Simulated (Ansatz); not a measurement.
# Property card for SiGe

SiGe:
```yaml
crystal:
  lattice:
    - [6.79459, 3.92353, 0.00000]
    - [-6.79459, 3.92353, 0.00000]
    - [-4.52869, 0.00000, 6.40777]
  atoms:
    - { symbol: Si, position: [0.00135, 0.99865, 0.00382] }
    - { symbol: Ge, position: [0.12203, 0.37205, 0.87206] }
    - { symbol: Ge, position: [0.50143, 0.49857, 0.99876] }
    - { symbol: Ge, position: [0.62795, 0.87797, 0.87206] }
    - { symbol: Ge, position: [0.99728, 0.49726, 0.00295] }
    - { symbol: Ge, position: [0.12211, 0.87789, 0.87211] }
    - { symbol: Ge, position: [0.50274, 0.00272, 0.00295] }
    - { symbol: Si, position: [0.62502, 0.37498, 0.87491] }
    - { symbol: Si, position: [0.00248, 0.50241, 0.49730] }
    - { symbol: Si, position: [0.12501, 0.87499, 0.37488] }
    - { symbol: Si, position: [0.49759, 0.99752, 0.49730] }
    - { symbol: Ge, position: [0.62793, 0.37207, 0.37798] }
    - { symbol: Si, position: [0.99857, 0.00143, 0.49617] }
    - { symbol: Si, position: [0.12230, 0.37232, 0.37772] }
    - { symbol: Ge, position: [0.49854, 0.50146, 0.50132] }
    - { symbol: Si, position: [0.62768, 0.87770, 0.37772] }
```

Space group Cm (No. 8); conventional cell a = 13.589 Å, b = c = 7.847 Å, α = γ = 90.00°, β = 125.25°.

Method: the program Ansatz at the r²SCAN level (PAW). Structure relaxed to zero pressure with the same functional. Other levels are named where they apply.

### Cell and energy

```yaml
volume_per_atom: 21.35 Å³
density: 3.92 g/cm³
Formation energy from the elements (no fitted shifts): 0.009 eV/atom
```

### Electronic structure

```yaml
band_gap: 0.66 eV (direct)
valence_band_maximum: at Γ
conduction_band_minimum: at Γ
electron_effective_mass: 0.25, 0.35, 1.3 mₑ (principal values)
hole_effective_mass: 0.080, 0.29, 0.39 mₑ (principal values)
```

### Mechanics

```yaml
Bulk modulus (Birch–Murnaghan fit): 84.4 GPa
Pressure derivative B′: 4.5
```

### Charges

```yaml
bader_charges: Si +0.03 to +0.39, Ge -0.27 to -0.11 e
```

The start of the workflow was typed in or built on a structure type; neither database checked (COD, Materials Project) lists it. Whether it is the stable phase at ambient conditions was not checked. The r²SCAN relaxation kept the symmetry of its start; its stability against distortions is not shown here. The references are the lowest solids computed at this level, not always the standard phases. Spin–orbit coupling is left out wherever it is not named.

Potentials: the earlier of the program's two PAW sets. The files were generated under PBE; for other functionals the program regenerates the frozen cores, and for LDA and PBEsol the local potential too.
